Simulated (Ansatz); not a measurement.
MoIr3:
Space group Pm-3m (No. 221); a = 3.847 Å, b = 3.847 Å, c = 3.847 Å, α = 90.00°, β = 90.00°, γ = 90.00°

```tsv
atom	site	symmetry	x	y	z
Ir	3c	4/mm.m	0.0000	0.5000	0.5000
Mo	1a	m-3m	0.0000	0.0000	0.0000
```

This is the PBEsol-relaxed structure.

Problem. All from the program Ansatz at the PBEsol level (PAW), unless another level is named. Give the highest zone-centre frequency.

Solution. 163 cm⁻¹.

Problem. Give the Poisson's ratio.

Solution. 0.24.

The cell is a constructed one: a structure type filled with these elements; neither database checked (COD, Materials Project) lists it. COD files the formula under space group No. 194. Its standing as an ambient phase is unchecked. The PBEsol relaxation kept the symmetry of its start; whether a distortion lowers the energy is not shown. The run is not spin-polarised. As this level gives no gap, phonon frequencies hold no LO–TO term and depend on the k-mesh and smearing (Fermi–Dirac, 0.1 eV here). Scalar-relativistic: spin–orbit coupling is off unless named, which matters more the heavier the elements.

Potentials: the earlier of the program's two PAW sets. The files were generated under PBE; for other functionals the program regenerates the frozen cores, and for LDA and PBEsol the local potential too.
